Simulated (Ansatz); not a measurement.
An element in the fcc structure gives these cold pressures by all-electron LAPW under PBEsol (Ansatz 0.2.0, scalar-relativistic, no spin polarisation).

```tsv
V (Å³/atom)	P (GPa)
51.90	0.00
47.75	1.19
43.60	2.92
39.45	5.38
35.29	8.71
31.14	13.54
26.99	20.4
23.36	29.5
```

**Question.** Which element is it?

**Answer.** Sr. Its zero-pressure volume in this structure is near 51.9 Å³/atom; the volume and the steepness of P(V) together point to it, though neighbours can come close. Other candidates weren't computed, and some may come near.
